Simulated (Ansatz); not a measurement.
Question: Write an Ansatz input for a full relaxation of cell and atoms of Sb with PBE (scalar-relativistic), a cutoff of 420 eV (density cutoff 4 times that), a Γ-centred 6×6×6 mesh and Gaussian smearing of 0.05 eV, without spin polarisation. Stop at forces under 0.03 eV/Å and stress under 0.6 GPa, or after 60 steps. Forces, stress and eigenvalues are wanted. The structure:
```
CELL_PARAMETERS angstrom
2.1107707375 1.2186540535 3.9141663933
-2.1107707375 1.2186540535 3.9141663933
0.0000000000 -2.4373081070 3.9141663933
ATOMIC_POSITIONS crystal
Sb 0.2275400000 0.2275400000 0.2275400000
Sb 0.7724600000 0.7724600000 0.7724600000
```

Answer: 
```yaml
crystal:
  lattice:
    - [2.1107707375, 1.2186540535, 3.9141663933]
    - [-2.1107707375, 1.2186540535, 3.9141663933]
    - [0.0, -2.437308107, 3.9141663933]
  atoms:
    - { symbol: Sb, position: [0.22754, 0.22754, 0.22754] }
    - { symbol: Sb, position: [0.77246, 0.77246, 0.77246] }
basis:
  ecutwfc: 420
  ecutrho_ratio: 4
kpoints:
  mp_grid: { grid: [6, 6, 6] }
hamiltonian:
  xc: pbe
scf:
  occupations: { method: gaussian, width: 0.05 }
output:
  forces: true
  stress: true
  eigenvalues: true
relax:
  f_tol: 0.03
  max_steps: 60
  cell: { stress_tol: 0.6 }
```

Run as written, it has 30 valence electrons, 1285 plane waves at Γ (in the final cell), 12 symmetry operations and 32 irreducible k-points; it took 31 SCF iterations in all.
